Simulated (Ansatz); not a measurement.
# A run on SnO2 with Nb replacing Sn

```yaml
crystal:
  lattice:
    - [-4.738, 4.738, 3.1865]
    - [4.738, -4.738, 3.1865]
    - [4.738, 4.738, -3.1865]
  atoms:
    - { symbol: Nb, position: [0.0, 0.0, 0.0], spin: 1.0 }
    - { symbol: Sn, position: [0.5, 0.5, 0.0] }
    - { symbol: Sn, position: [0.5, 0.0, 0.5] }
    - { symbol: Sn, position: [0.0, 0.5, 0.5] }
    - { symbol: Sn, position: [0.5, 0.5, 0.5] }
    - { symbol: Sn, position: [0.0, 0.0, 0.5] }
    - { symbol: Sn, position: [0.0, 0.5, 0.0] }
    - { symbol: Sn, position: [0.5, 0.0, 0.0] }
    - { symbol: O, position: [0.15355, 0.15355, 0.3071] }
    - { symbol: O, position: [0.65355, 0.65355, 0.3071] }
    - { symbol: O, position: [0.65355, 0.15355, 0.8071] }
    - { symbol: O, position: [0.15355, 0.65355, 0.8071] }
    - { symbol: O, position: [0.65355, 0.34645, 0.5] }
    - { symbol: O, position: [0.15355, 0.84645, 0.5] }
    - { symbol: O, position: [0.15355, 0.34645, 0.0] }
    - { symbol: O, position: [0.65355, 0.84645, 0.0] }
    - { symbol: O, position: [0.34645, 0.34645, 0.6929] }
    - { symbol: O, position: [0.84645, 0.84645, 0.6929] }
    - { symbol: O, position: [0.84645, 0.34645, 0.1929] }
    - { symbol: O, position: [0.34645, 0.84645, 0.1929] }
    - { symbol: O, position: [0.34645, 0.65355, 0.5] }
    - { symbol: O, position: [0.84645, 0.15355, 0.5] }
    - { symbol: O, position: [0.84645, 0.65355, 0.0] }
    - { symbol: O, position: [0.34645, 0.15355, 0.0] }
magnetization:
  spin_polarized: true
kpoints:
  mp_grid: { grid: [4, 4, 4] }
scf:
  occupations: { method: fermi_dirac, width: 0.01 }
  max_iter: 100
hamiltonian:
  xc: pbe
  pseudopotentials: { kind: paw }
output:
  forces: true
  stress: true
  populations: true
  efg:
    quadrupole_moments_barn: { Nb: -0.32, Sn: -0.132, O: -0.02558 }
    contact_densities: true
basis:
  ecutwfc: "400 K"
```

The quadrupole moment typed for Sn is that of the 23.9 keV Mössbauer state of ¹¹⁹Sn; the ground state has I = 1/2 and no quadrupole moment.

```sh
ansatz run input.yaml --threads 4 --pin off --max-ram 8192MiB --backend cpu --events-out ev --progress --plain --runs-dir out
```

Task: Does this calculation finish, and if not, why?

Result: The program refused the input. The input holds a cutoff in the wrong unit. The program says:

```
Error: inconsistent input (basis.ecutwfc, kpoints): the smallest per-k basis holds n_pw = 0 plane waves (k-point 1, counted from 0 among those solved) but the deck needs at least 105 band(s) per channel, and no run solves more bands than the smallest per-k basis has plane waves; raise basis.ecutwfc until the smallest per-k basis, which caps the automatic band count, holds at least 105 plane waves
```

Against a sound input the change was `basis.ecutwfc`: not typed → 400 K; `scf.max_iter`: not typed → 100.

With the sound settings the run converges and gives V_zz (10²¹ V/m²) Nb 11.02 (η 0.85), Sn2 -4.35 (η 0.85), Sn3 5.46 (η 0.93), Sn5 6.22 (η 0.84), Sn7 -5.90 (η 0.81), O9 -7.21 (η 0.50), among others; a site carries the number of its first atom in the input. The defect repeats with the cell of 24 atoms, so it feels its images: sites between two images don't show the values beside a lone defect, and zeros or small values of η there can come from the images' arrangement. O and Sn carry a gradient in the pure host already, so the values there aren't the defect's effect alone. The defect cell has no gap above 0.1 eV on its mesh, so the values can hang on the smearing and the k-mesh. Without spin–orbit coupling (the program notes it for Nb and Sn) the gradients can shift somewhat, as the gap is small. The cell keeps the host's lattice, where the PBE pressure is 11 GPa. The run lost most of its start moments on Nb; a state with other moments may lie lower. The neighbours have not yet relaxed around the defect (largest force 1.3 eV/Å), so a real crystal will differ.
